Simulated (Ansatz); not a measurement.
Crystals of one structure type (zinc blende) and one family of elements, relaxed and computed with r²SCAN in the plane-wave PAW code Ansatz.

```tsv
crystal	V (Å³/atom)	highest Γ mode, no LO–TO term (cm⁻¹)
ZnS	19.56	273
ZnSe	22.73	204
CdS	25.38	?
CdSe	28.84	163
CdTe	35.25	136
```

Problem. Fit a straight line to ln ω against ln V and predict the withheld value.

Solution. Least squares on the 4 shown rows: ln ω = -1.14 × ln V + (8.945), with a scatter of 5 %. For CdS this gives 192. The run itself gave 228, outside the scatter: the line misses something about this case.

All cells were relaxed under the symmetry of their starts (and spin orders); stability against distortions was not tested throughout. Spin–orbit coupling is left out wherever it is not named.

Potentials: the later of the program's two PAW sets.
